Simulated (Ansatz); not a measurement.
Relaxed-ion elastic tensor of Rh (diamond, Fd-3m) in GPa (Voigt order), PBE in the plane-wave PAW code Ansatz; density 8.16 g/cm³, 20.93 Å³ per atom.

|  | 1 | 2 | 3 | 4 | 5 | 6 |
|---|---|---|---|---|---|---|
| 1 | 118 | 134 | 134 | 0.0 | 0.0 | 0.0 |
| 2 | 134 | 118 | 134 | 0.0 | 0.0 | 0.0 |
| 3 | 134 | 134 | 118 | 0.0 | 0.0 | 0.0 |
| 4 | 0.0 | 0.0 | 0.0 | 7.3 | 0.0 | 0.0 |
| 5 | 0.0 | 0.0 | 0.0 | 0.0 | 7.3 | 0.0 |
| 6 | 0.0 | 0.0 | 0.0 | 0.0 | 0.0 | 7.3 |

**Question.** Is the crystal mechanically stable?

**Answer.** No: the smallest eigenvalue of C is -15.4 GPa.

The cell is a constructed one: a structure type filled with these elements; neither database checked (COD, Materials Project) lists it. It is not the phase usual at ambient conditions (space group No. 225). The cell was relaxed with PBE under the symmetry of its start. At this level the phase is mechanically unstable. No spin polarisation was allowed. As this level gives no gap, shear constants depend on the k-mesh and smearing (Fermi–Dirac, 0.1 eV here). On the denser mesh and wider smearing of the elastic run this cell carries a stress of 0.3 GPa.

Potentials: the later of the program's two PAW sets.
